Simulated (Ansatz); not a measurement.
BP:
```xyz
2
Lattice="0.0000 2.2742 2.2742 2.2742 0.0000 2.2742 2.2742 2.2742 0.0000" Properties=species:S:1:pos:R:3 pbc="T T T"
B      1.1371     1.1371     1.1371
P      2.2742     2.2742     2.2742
```

Relaxed with PBE. Special points in fractions of this cell's reciprocal vectors: Γ (0.000, 0.000, 0.000); X (0.500, 0.000, 0.500); U (0.625, 0.250, 0.625); K (0.375, 0.375, 0.750); L (0.500, 0.500, 0.500); W (0.500, 0.250, 0.750).

**Question.** List the band energies nearest the valence-band maximum at these points for plane-wave PAW PBE (Ansatz code).

**Answer.** In eV from the valence-band maximum; about four levels below and three above (degenerate sets whole), none deeper than 8.9 eV; … stands for higher levels left out; points with the same levels are listed once.

| k | below | above |
|---|---|---|
| Γ | 0.00 0.00 0.00 | 3.39 3.39 3.39 |
| X | -8.55 -4.09 -4.09 | 1.35 1.67 … |
| U | -8.13 -6.18 -3.48 | 2.16 5.98 9.67 |
| L | -1.75 -1.75 | 3.74 4.70 4.70 |
| W | -8.03 -5.63 -5.43 | 5.33 6.74 7.19 |

Space group F-43m (zinc blende). Symmetry was held in the PBE relaxation; phonons on a q-mesh show no instability. The volume moved by 18 % from the start of the relaxation.

Potentials: the later of the program's two PAW sets.
